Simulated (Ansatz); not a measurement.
The relaxed structure here is a generated cell of SnSe: the first start was made by a random draw of sites in a space group, and the end was not matched to a known phase here, so it may be hypothetical. Known forms of SnSe include space group No. 62.

One starting cell of SnSe (a randomly generated symmetric cell of SnSe (space group No. 5)) was relaxed twice with Ansatz (plane waves, PAW, scalar-relativistic): with r2SCAN at 500 eV and with PBE at 420 eV. The r2SCAN result:

Space group C2 (No. 5); a = 6.772 Å, b = 10.778 Å, c = 6.622 Å, α = γ = 90.00°, β = 102.31°

```tsv
atom	site	symmetry	x	y	z
Se	4c	1	0.1765	0.3531	0.7667
Se	2b	2	0.5000	0.5067	0.5000
Sn	2a	2	0.0000	0.4843	0.0000
Sn	4c	1	0.1258	0.1247	0.8426
```
(The calculation used a cell of 6 atoms; values per cell refer to that cell.)

```tsv
quantity	r2SCAN	PBE
space group	C2	C2
volume (Å³/atom)	39.36	(withheld)
a (Å)	6.772	(withheld)
b (Å)	10.778	(withheld)
c (Å)	6.622	(withheld)
gap (eV, no spin-orbit coupling)	0.04	(withheld)
```

Problem. Fill in the PBE column.

Solution. 
- volume (Å³/atom), PBE: 41.15
- a (Å), PBE: 6.920
- b (Å), PBE: 10.907
- c (Å), PBE: 6.673
- gap (eV, no spin-orbit coupling), PBE: 0.00

Both levels end in the same structure; PBE's volume is 4.6 % larger; its gap is the same within 0.05 eV. Neither column is exact.

No spin polarisation in the result.

The run could not lose the symmetry of its start: the end is stationary, and may be a saddle point rather than a minimum.

Ansatz is a first-principles code.
